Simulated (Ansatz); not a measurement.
TiC, DFT, PBEsol, all-electron PAW with datasets made for the crystal, scalar-relativistic (Ansatz 0.2.0), run on 1 thread of Arm Neoverse V1 on a shared host.

The geometry is COD entry 9012564, unchecked; take it as a test cell. The listed cell was then made from it by scaling, straining or moving an atom.

Command: `ansatz run input.yaml --threads 1 --pin off --max-ram 3072MiB --backend cpu --events-out ev --progress --plain --runs-dir out`

```yaml
crystal:
  lattice:
    - [0.0, 2.1198243393, 2.1198243393]
    - [2.1198243393, 0.0, 2.1198243393]
    - [2.1198243393, 2.1198243393, 0.0]
  atoms:
    - { symbol: Ti, position: [0.0, 0.0, 0.0] }
    - { symbol: C, position: [0.5, 0.5, 0.5] }
kpoints:
  mp_grid: { grid: [14, 14, 14] }
scf:
  occupations: { method: fermi_dirac, width: 0.03 }
hamiltonian:
  xc: pbesol
  pseudopotentials: { kind: all_electron, datasets: crystal }
output:
  forces: true
  stress: true
  eigenvalues: true
  efg: { contact_densities: true }
```

(1) How large is the problem that the program sets up?

(2) About how long does it take, and how much memory does it use?

Results:

(1) 104 irreducible k-points, 307 plane waves at Γ, 12 bands.

(2) 8.6 s of wall time for 9 SCF iterations, with a peak of 0.43 GiB. Times on shared machines scatter by tens of per cent.
